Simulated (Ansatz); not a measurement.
A geometry of GaCuSe$_{2}$ away from equilibrium: the start of the relaxation of a generated cell, GaCuSe2 built in the beta-NaFeO2 structure type. Calculation: PBE (plane waves to 420 eV, PAW, scalar-relativistic; Ansatz, a first-principles code). Γ-centred k-mesh 3×3×3 on the run's cell (coarser than for final values), Fermi–Dirac smearing 0.05 eV.

```xyz
16
Lattice="6.9080 0.0000 0.0000 0.0000 8.1581 0.0000 0.0000 0.0000 6.5786" Properties=species:S:1:pos:R:3 pbc="T T T"
Cu     0.5734     5.0988     0.0000
Cu     6.3346     3.0593     3.2893
Cu     4.0273     7.1383     0.0000
Cu     2.8806     1.0198     3.2893
Ga     0.5388     1.0198     0.0000
Ga     6.3691     7.1383     3.2893
Ga     3.9928     3.0593     0.0000
Ga     2.9152     5.0988     3.2893
Se     0.4697     0.9137     2.4012
Se     6.4382     7.2444     5.6905
Se     3.9237     3.1653     2.4012
Se     2.9842     4.9927     5.6905
Se     0.6563     5.2212     2.5986
Se     6.2517     2.9369     5.8879
Se     4.1102     7.0159     2.5986
Se     2.7977     1.1421     5.8879
```

Q: Which atoms carry the largest force, and which way does it point?

A: 1.70 eV/Å, on Se13, Se14, Se15, Se16 (atoms numbered as listed); on Se13 its components are (-0.60, -1.25, -0.98).

Q: What is the pressure?

A: +1.0 GPa, compression positive.

Q: How much energy per atom can still be gained by relaxing?

A: 0.08 eV/atom; the path ends in Pna2₁ (No. 33).

No spin polarisation in the result.

The run could not lose the symmetry of its start, so the end can be a saddle point.

The end of the path is a generated cell of GaCuSe2: the first start was made by placing the elements on the sites of a structure type, and the end was not matched to a known phase here, so it may be hypothetical. Known forms of GaCuSe2 include space group No. 122.
